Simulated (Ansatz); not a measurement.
Na (bcc (W type), space group No. 229) under volume change, PBE in the plane-wave PAW code Ansatz, scaled uniformly.

| V (Å³/atom) | E − E(relaxed) (meV/atom) | P (GPa) |
|---|---|---|
| 33.633 | 8.4 | 0.87 |
| 34.742 | 3.6 | 0.54 |
| 35.850 | 0.8 | 0.25 |
| 36.959 | 0.0 | 0.00 |
| 38.068 | 0.8 | -0.22 |
| 39.177 | ___ | ___ |
| 40.285 | ___ | ___ |

Task: Some entries are withheld; supply them.

Result: 
- 40.285, E − E(relaxed) (meV/atom): 6.3
- 40.285, P (GPa): -0.57
- 39.177, E − E(relaxed) (meV/atom): 2.9
- 39.177, P (GPa): -0.41

Task: What does a third-order Birch–Murnaghan fit give for V₀, B₀ and B′?

Result: V₀ = 36.96 Å³/atom, B₀ = 7.8 GPa, B′ = 3.7.

Space group Im-3m (bcc (W type)). Symmetry was held in the PBE relaxation.

Potentials: the later of the program's two PAW sets.
